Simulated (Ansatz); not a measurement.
These are results of Ansatz 0.2.0, DFT PBE, scalar-relativistic, plane waves, PAW, not measurements. Settings: cutoff 420 eV, Γ-centred meshes spaced at most about 0.3 Å⁻¹, and about 0.25 Å⁻¹ or finer for metals (2π included), Gaussian smearing. Collinear spin in cells that started with moments and kept them past the coarse steps, no spin elsewhere.

These are static total energies at zero pressure.

Two relaxed structures of La₄ZrO:

A. (no spin) Space group P-6m2 (No. 187), hexagonal, a = 6.392 Å, c = 5.430 Å. Around La on a site of symmetry -6m2 lie 6 La at 3.31 Å, 3 O at 3.69 Å and 3 Zr at 3.69 Å; La on a site of symmetry mm2 has 6 La at 3.10–3.31 Å, 2 Zr at 3.25 Å and 4 O at 4.19 Å; Zr has 6 La at 3.25 Å, 3 O at 3.69 Å and 3 La at 3.69 Å; around O lie 3 La at 3.69 Å, 3 Zr at 3.69 Å and 12 La at 4.19 Å.

B. (site moments Zr 0.6 μB) Space group F-43m (No. 216), cubic, a = 8.966 Å. La is surrounded by 6 La at 3.13–3.21 Å, 3 Zr at 3.71 Å and 3 O at 3.72 Å; around Zr lie 12 La at 3.71 Å and 4 O at 3.88 Å; O is surrounded by 12 La at 3.72 Å and 4 Zr at 3.88 Å.

**Question.** Which would you expect to be lower, and how large is the difference?

**Answer.** B is lower, by 195 meV/atom. A has space group P-6m2 (No. 187), 32.0 Å³/atom and no gap on its mesh; B has space group F-43m (No. 216), 30.0 Å³/atom and no gap. Counting La or Zr atoms around O (for each partner element, those within 1.25 times its shortest distance or 1.15 times the sum of covalent radii, where it is the nearest in units of that sum or under 1.3; a plus sign parts groups by distance over the sum of covalent radii; the shortest distance is added where it exceeds 1.18 times the sum of covalent radii), A has O 3+12 from 3.7 Å and B has O 12 from 3.7 Å. Their magnetic states differ too, which can make part of the margin. The denser one is the lower, and pressure would at first widen the difference. Even the lower one lies +0.68 eV/atom against the reference forms of the elements (uncorrected), so neither is stable at this level. Both come from invented guesses. A third cell relaxed alike, in I4/mmm, lies 0.55 eV/atom below the lower of the two.

The magnetic state reached may not be the lowest. Cells relaxed within their symmetry can be saddle points. Some structure types and database cells were kept out of the candidates from the start, so a known form may be missing.
